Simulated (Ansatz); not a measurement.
TaGe2:
```
TaGe2
1.0
   -3.17780     3.17780     2.72001
    3.17780    -3.17780     2.72001
    3.17780     3.17780    -2.72001
Ge Ta
4 2
Direct
  0.65215   0.15215   0.80430
  0.84785   0.65215   0.50000
  0.15215   0.34785   0.50000
  0.34785   0.84785   0.19570
  0.25000   0.25000   0.00000
  0.75000   0.75000   0.00000
```

Relaxed with PBE. Special points in fractions of this cell's reciprocal vectors: Γ (0.000, 0.000, 0.000); X (0.000, 0.000, 0.500); M (-0.500, 0.500, 0.500); Z (0.433, 0.433, -0.433); Z0 (-0.433, 0.567, 0.433); P (0.250, 0.250, 0.250); N (0.000, 0.500, 0.000).

Problem. List the band energies nearest the Fermi level at these points for the program Ansatz at the PBE level (PAW).

Solution. In eV from the Fermi level; about four levels below and three above (degenerate sets whole), none deeper than 8.9 eV; points with the same levels are listed once.

| k | below | above |
|---|---|---|
| Γ | -1.30 -1.30 -0.86 -0.54 | 0.77 1.74 3.07 3.07 |
| X | -1.05 -0.78 -0.71 -0.07 | 1.42 1.76 2.68 |
| M | -1.60 -1.11 -0.74 -0.35 | 1.34 1.53 1.69 |
| Z | -3.40 -3.40 -2.34 -0.96 -0.33 | 0.07 1.19 1.21 |
| P | -1.89 -1.89 -1.09 -1.09 | 0.21 0.21 0.55 0.55 |
| N | -1.33 -1.33 -0.57 -0.57 | 0.46 0.46 1.63 1.63 |

Space group I4/mcm. The cell is a constructed one: a structure type filled with these elements; neither database checked (COD, Materials Project) lists it. COD files the formula under space group No. 180, so this cell is another polymorph or a model. Its standing as an ambient phase is unchecked. The PBE relaxation kept the symmetry of its start; whether a distortion lowers the energy is not shown. No spin polarisation was allowed. Scalar-relativistic: spin–orbit coupling is off unless named, which matters more the heavier the elements.

Potentials: the later of the program's two PAW sets.
